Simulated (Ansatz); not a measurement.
Start of a relaxation, O put at a top N site (TiN, Fm-3m (No. 225), (1 0 0) face):

```xyz
9
Lattice="2.9726 0.0000 0.0000 0.0000 2.9726 0.0000 0.0000 0.0000 25.3059" Properties=species:S:1:pos:R:3 pbc="T T T"
Ti    1.4863    1.4863    8.5000
N     0.0000    0.0000    8.5000
Ti    0.0000    0.0000   10.6020
N     1.4863    1.4863   10.6020
Ti    1.4863    1.4863   12.7038
N     0.0000    0.0000   12.7162
Ti    0.0000    0.0000   14.6976
N     1.4863    1.4863   14.8589
O     1.4863    1.4863   16.2389
```

These are results of DFT PBEsol, scalar-relativistic, plane waves, PAW (Ansatz), not measurements. Plane waves to 420 eV, a k mesh through Γ of 10×10×1 on the computed 9-atom cell and Gaussian smearing (0.10 eV); no spin polarisation. A dipole correction removes the field between periodic images along c.

Atoms 1, 2, 3, 4 (counted from 1) are held. The cell is fixed. Force threshold 0.03 eV/Å.

```tsv
step	E − E_final (eV)	largest force (eV/Å)
1	0.445	1.359
2	0.285	1.312
3	0.079	1.369
4	0.042	1.178
5	0.008	0.514
6	0.010	0.545
7	0.000	0.041
8	0.000	0.006
```

Q: What is the final structure?

A:
```
CELL_PARAMETERS angstrom
2.97263 0.00000 0.00000
0.00000 2.97263 0.00000
0.00000 0.00000 25.30590
ATOMIC_POSITIONS crystal
Ti 0.50000 0.50000 0.33589
N 0.00000 0.00000 0.33589
Ti 0.00000 0.00000 0.41895
N 0.50000 0.50000 0.41895
Ti 0.50000 0.50000 0.49827
N 0.00000 0.00000 0.50649
Ti 0.00000 0.00000 0.59126
N 0.50000 0.50000 0.58143
O 0.50000 0.50000 0.63702
```

The end is the local minimum or symmetric point that this start leads to. The slab is only 6.3 Å thick, so the energy isn't converged with thickness.

Spin polarisation was left out, and a magnetic state may lie lower.

Cost: 1 run of about 3.2 core-minutes, on Arm Neoverse V2 (shared hosts).